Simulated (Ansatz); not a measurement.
VSi$_{2}$ (space group P6_422)

```cif
data_Si6V3
_chemical_formula_sum 'V3 Si6'
_space_group_name_H-M_alt 'P6422'
_space_group_IT_number 181
_space_group_name_Hall 'P 64 2 (0 0 2)'
_cell_length_a 4.52315
_cell_length_b 4.52315
_cell_length_c 6.32003
_cell_angle_alpha 90.000
_cell_angle_beta 90.000
_cell_angle_gamma 120.000
loop_
_atom_site_label
_atom_site_type_symbol
_atom_site_symmetry_multiplicity
_atom_site_Wyckoff_symbol
_atom_site_fract_x
_atom_site_fract_y
_atom_site_fract_z
_atom_site_occupancy
V1 V 3 c 0.50000 0.00000 0.00000 1
Si1 Si 6 i 0.16321 0.32642 0.00000 1
```

Equation-of-state scan: isotropic scaling of the cell above, V₀ being its volume. The atoms relax within the cell's symmetry.

These are PBEsol (plane waves to 420 eV, PAW, scalar-relativistic; Ansatz, a first-principles code) values and carry that method's errors. k mesh 12×12×8 (Γ-centred), Fermi-Dirac smearing 0.05 eV. Energies are smeared free energies. With the shape held, the modulus is that of even scaling; a crystal free to change shape is softer. VSi2 is run without spin polarisation. VSi2 was relaxed with its symmetry unable to fall. ΔE is measured from the relaxed starting cell. The last digit holds for this mesh only.

| V (Å³/atom) | ΔE (meV/atom) |
|---|---|
| 10.451 | 253.5 |
| 10.949 | 131.6 |
| 11.447 | 54.2 |
| 11.944 | 12.6 |
| 12.442 | 0.0 |
| 12.940 | 10.9 |
| 13.437 | 40.8 |
| 13.935 | 85.9 |
| 14.433 | 143.4 |

Q: What is the fitted pressure derivative B₀′?

A: 4.3.

Q: What bulk modulus at fixed cell shape B₀ follows from a third-order Birch-Murnaghan fit?

A: 188 GPa. Check by three points about V = 12.442 Å³/atom, step 0.995: d²E/dV² ≈ (54 − 2·0 + 41) meV / 0.995² = 0.0959 eV/Å⁶, and V·d²E/dV² × 160.2 = 191 GPa.

(A scan under strain: stresses follow from slopes of the energy per volume, elastic moduli from its curvatures.)
